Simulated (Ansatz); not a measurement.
Cd2TeSe:
```
CELL_PARAMETERS angstrom
      4.44328     0.00000     0.00000
     -2.22164     3.84799     0.00000
      0.00000     0.00000     7.27154
ATOMIC_POSITIONS crystal
  Cd 0.66667 0.33333 0.48358
  Cd 0.00000 0.00000 0.01495
  Te 0.00000 0.00000 0.62801
  Se 0.66667 0.33333 0.12147
```

Relaxed with PBEsol. Special points in fractions of this cell's reciprocal vectors: Γ (0.000, 0.000, 0.000); M (0.500, 0.000, 0.000); K (0.333, 0.333, 0.000); A (0.000, 0.000, 0.500); L (0.500, 0.000, 0.500); H (0.333, 0.333, 0.500).

Problem. List the band energies nearest the valence-band maximum at these points for the program Ansatz at the PBEsol level (PAW).

Solution. In eV from the valence-band maximum; about four levels below and three above (degenerate sets whole), none deeper than 8.9 eV; points with the same levels are listed once.

```
k                        below                above
-  ---------------------------  -------------------
Γ  -1.19 -1.19 -0.34 0.00 0.00  0.16 1.91 4.90 4.90
M      -2.94 -2.19 -1.62 -0.87       2.40 2.74 4.08
K      -3.32 -2.29 -2.03 -1.92       3.41 3.91 4.31
A      -1.06 -1.06 -0.17 -0.17       1.45 2.45 4.74
L      -1.94 -1.80 -1.46 -1.21       2.10 2.44 3.93
H      -2.91 -2.49 -1.56 -1.18       2.85 3.14 4.68
```

Space group P3m1. The first step of the workflow began from a Materials Project structure, measured or hypothetical; the Crystallography Open Database copy checked does not list it. Whether it is the stable phase at ambient conditions was not checked. The PBEsol relaxation kept the symmetry of its start; of distortions, only those at the zone centre were tested. Spin–orbit coupling is left out wherever it is not named.

Potentials: the later of the program's two PAW sets.
